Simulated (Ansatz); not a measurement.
TiC (rock salt)

```
CELL_PARAMETERS angstrom
      0.00000     4.32781     4.32781
      2.16390     2.16390     4.32781
      2.16390     2.16390     0.00000
ATOMIC_POSITIONS crystal
  C  0.00000 0.00000 0.00000
  C  0.50000 0.00000 0.00000
  Ti 0.00000 0.50000 0.50000
  Ti 0.50000 0.50000 0.50000
```

A phonon eigenvector at X = (0.5, 0.5, 0.0) is frozen into this cell: atom i moves by Q times the vector below, so Q is the largest atomic displacement, in Å. The cell is held. (q is in reciprocal vectors of the primitive cell; the cell shown is doubled to hold the pattern.)

```tsv
atom	x	y	z
C1	0.000	0.000	-0.090
C2	0.000	0.000	0.090
Ti3	0.000	0.000	1.000
Ti4	0.000	0.000	-1.000
```

Method: r2SCAN (plane waves to 500 eV, PAW, scalar-relativistic; Ansatz, a quantum-chemistry and plane-wave program). k mesh 18×18×18 (Γ-centred), Fermi-Dirac smearing 0.05 eV. With partly filled bands, energies and forces of such displacements shift with the k mesh and the smearing. TiC is run without spin polarisation. TiC was relaxed with its symmetry unable to fall. 

| Q (Å) | −dE/dQ from forces (eV/Å) |
|---|---|
| -0.280 | 15.535 |
| -0.233 | 12.196 |
| -0.187 | 9.297 |
| -0.140 | 6.727 |
| -0.093 | 4.377 |
| -0.047 | 2.158 |
| 0.000 | 0.000 |
| 0.047 | -2.158 |
| 0.093 | -4.377 |
| 0.140 | -6.727 |
| 0.187 | -9.297 |
| 0.233 | -12.196 |
| 0.280 | -15.535 |

Q: What harmonic wavenumber does the curvature at Q = 0 give?

A: 361 cm⁻¹. E″ = 46.02 eV/Å², M = Σ mᵢ|uᵢ|² = 95.9 u, ν̃ = 521.5·√(|E″|/M).

(For displaced atoms, the force is minus the slope of the energy, and its curvature is a force constant, which sets phonon frequencies.)
